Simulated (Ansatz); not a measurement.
Relaxed-ion elastic tensor of LiH (rock salt, Fm-3m) in GPa (Voigt order), DFT-LDA in the program Ansatz with PAW potentials; density 0.88 g/cm³, 7.47 Å³ per atom.

```
 101  10.1  10.1   0.0   0.0   0.0
10.1   101  10.1   0.0   0.0   0.0
10.1  10.1   101   0.0   0.0   0.0
 0.0   0.0   0.0  51.6   0.0   0.0
 0.0   0.0   0.0   0.0  51.6   0.0
 0.0   0.0   0.0   0.0   0.0  51.6
```

Question: Is the crystal mechanically stable?

Answer: Yes: the smallest eigenvalue of C is 51.6 GPa.

Question: Work out the Voigt, Reuss and Hill averages.

Answer: K_V = 40.5, K_R = 40.5, K_H = 40.5; G_V = 49.2, G_R = 49.0, G_H = 49.1 GPa.

Question: Give Young's modulus, Poisson's ratio, Pugh's ratio and the universal anisotropy index.

Answer: E = 9KG/(3K + G) = 105 GPa; ν = 0.07; K/G = 0.83 (brittle by the Pugh limit of 1.75); A_U = 5G_V/G_R + K_V/K_R − 6 = 0.02.

Question: Estimate the sound speeds and the Debye temperature.

Answer: v_l = √((K + 4G/3)/ρ) = 11000 m/s, v_t = √(G/ρ) = 7450 m/s, mean 8130 m/s; Θ = (h/k)(3n/4πV)^(1/3) v_m = 1240 K.

Question: Give the Zener ratio and Young's modulus along [100], [110] and [111].

Answer: A = 2C44/(C11 − C12) = 1.13; 1/E = S11 − 2(S11 − S12 − S44/2)Γ with Γ = 0, 1/4, 1/3 gives 99.4, 106, 109 GPa.

Question: Solve the Christoffel equation for the three sound speeds along [100], [110], [111].

Answer: Eigenvalues of C_ijkl n_j n_l equal ρv². In km/s, slowest first: [100] 7.64, 7.64, 10.71; [110] 7.18, 7.64, 11.02; [111] 7.34, 7.34, 11.12.

Symmetry was held in the LDA relaxation; phonons on a q-mesh show no instability.

Potentials: the later of the program's two PAW sets.
